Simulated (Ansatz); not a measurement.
## NMR crystallography of BN with sulfur replacing N: given against relaxed positions

Start: a supercell of BN (space group P6_3/mmc) built from an entry of the Crystallography Open Database (COD) (the entry's cell lengths or inner coordinates differ somewhat from later room-temperature determinations), with all atoms left at the host's positions.

Space group P-6m2 (No. 187); a = 7.4947, c = 6.6357 Å, γ = 120.00°.

| site | Wyckoff | site symmetry | x | y | z |
| --- | --- | --- | --- | --- | --- |
| B1 | 1a | -6m2 | 0.0000 | 0.0000 | 0.0000 |
| B2 | 6l | m.. | 0.0000 | 0.3333 | 0.0000 |
| B6 | 1c | -6m2 | 0.3333 | 0.6667 | 0.0000 |
| B8 | 1e | -6m2 | 0.6667 | 0.3333 | 0.0000 |
| B10 | 3k | mm2 | 0.1111 | 0.8889 | 0.5000 |
| B12 | 3k | mm2 | 0.1111 | 0.5556 | 0.5000 |
| B14 | 3k | mm2 | 0.4444 | 0.2222 | 0.5000 |
| S | 1b | -6m2 | 0.0000 | 0.0000 | 0.5000 |
| N20 | 6m | m.. | 0.0000 | 0.3333 | 0.5000 |
| N24 | 1d | -6m2 | 0.3333 | 0.6667 | 0.5000 |
| N26 | 1f | -6m2 | 0.6667 | 0.3333 | 0.5000 |
| N28 | 3j | mm2 | 0.1111 | 0.8889 | 0.0000 |
| N30 | 3j | mm2 | 0.1111 | 0.5556 | 0.0000 |
| N32 | 3j | mm2 | 0.4444 | 0.2222 | 0.0000 |

One atom of each set is listed.

The numbers come from a DFT calculation in Ansatz (PBE, plane waves and PAW, scalar-relativistic, collinear spin, 420 eV cutoff, Γ-centred 3×3×3 k-points, Fermi–Dirac smearing 0.01 eV). Start moments as typed (μB): 1 on each S, none on the rest.

The largest force at the start is 18 eV/Å. Relaxing the ions at fixed cell moves them by 0.230 Å at most (atom 11, B) and 0.070 Å rms.

```csv
site,moved (Å),first shell before,first shell after,V_zz before (10²¹ V/m²),η before
B1,0.000,3 N at 1.44 Å,3 N at 1.44 Å,2.80,0.00
B10,0.230,"2 N at 1.44 Å, 1 S at 1.44 Å","2 N at 1.39 Å, 1 S at 1.67 Å",1.27,0.20
B12,0.003,3 N at 1.44 Å,3 N at 1.40–1.44 Å,2.64,0.05
B14,0.019,3 N at 1.44 Å,3 N at 1.42–1.44 Å,2.72,0.02
S,0.000,3 B at 1.44 Å,3 B at 1.67 Å,8.21,0.00
N20,0.057,3 B at 1.44 Å,3 B at 1.39–1.44 Å,0.68,0.20
N24,0.000,3 B at 1.44 Å,3 B at 1.44 Å,-0.71,0.00
N26,0.000,3 B at 1.44 Å,3 B at 1.42 Å,-0.34,0.00
N28,0.001,3 B at 1.44 Å,3 B at 1.44 Å,-0.17,0.49
N30,0.000,3 B at 1.44 Å,3 B at 1.44 Å,-0.21,0.33
```

Problem. How do the gradients change?

Solution. 

```json
{"site": "B1", "V_zz after": "2.73", "η after": "0.00", "change of V_zz": "-0.07"}
{"site": "B10", "V_zz after": "-1.71", "η after": "0.93", "change of V_zz": "–"}
{"site": "B12", "V_zz after": "2.64", "η after": "0.01", "change of V_zz": "0.00"}
{"site": "B14", "V_zz after": "2.34", "η after": "0.14", "change of V_zz": "-0.38"}
{"site": "S", "V_zz after": "-2.83", "η after": "0.00", "change of V_zz": "-11.04"}
{"site": "N20", "V_zz after": "-1.29", "η after": "0.73", "change of V_zz": "-1.97"}
{"site": "N24", "V_zz after": "-0.89", "η after": "0.00", "change of V_zz": "-0.18"}
{"site": "N26", "V_zz after": "0.46", "η after": "0.00", "change of V_zz": "+0.80"}
{"site": "N28", "V_zz after": "-0.14", "η after": "0.07", "change of V_zz": "+0.03"}
{"site": "N30", "V_zz after": "-0.13", "η after": "0.13", "change of V_zz": "+0.08"}
```

The largest change of V_zz along a kept axis is on S, from 8.21 to -2.83. In per cent, |V_zz| changes by -14 to 0 on B (all sites that start above 2, bar those whose gradient vanishes or changes sign or whose main axis turns by over 40°). Where |V_zz| stays above 0.1 and the axes keep their order, η moves most on N28, from 0.49 to 0.07. On N20 V_xx and V_yy change places (or their axes turn by over 50°), so the two values of η hide a larger change. V_zz changes sign on S (same axis), N20 (axis turned by 17°), N26 (same axis). On B10 the largest principal value lies along another axis in the second run, so the two V_zz can't be compared directly. The table leaves out 4 of the 14 sites, with |V_zz| up to 2.83; their tensors move by 0.07 at most along any direction. The statements above cover all sites.

The defect repeats with the cell of 36 atoms, so it feels its images: sites between two images don't show the values beside a lone defect, and zeros or small values of η there can come from the images' arrangement. B and N carry a gradient in the pure host already, so the values there aren't the defect's effect alone. The defect cell has no gap above 0.1 eV on its mesh, so the values can hang on the smearing and the k-mesh. The run lost most of its start moments on S; a state with other moments may lie lower.
Before: The cell keeps the host's lattice, where the PBE pressure is 19 GPa. The neighbours have not yet relaxed around the defect (largest force 18 eV/Å), so the values at and beside it are those of a strained start, not of the defect in a real crystal.
After: The relaxation keeps the site symmetry -6m2 of the start, so the impurity can't leave its site; a distortion that would localise the partly filled state isn't explored. The cell keeps the host's lattice, where the PBE pressure is 16 GPa.
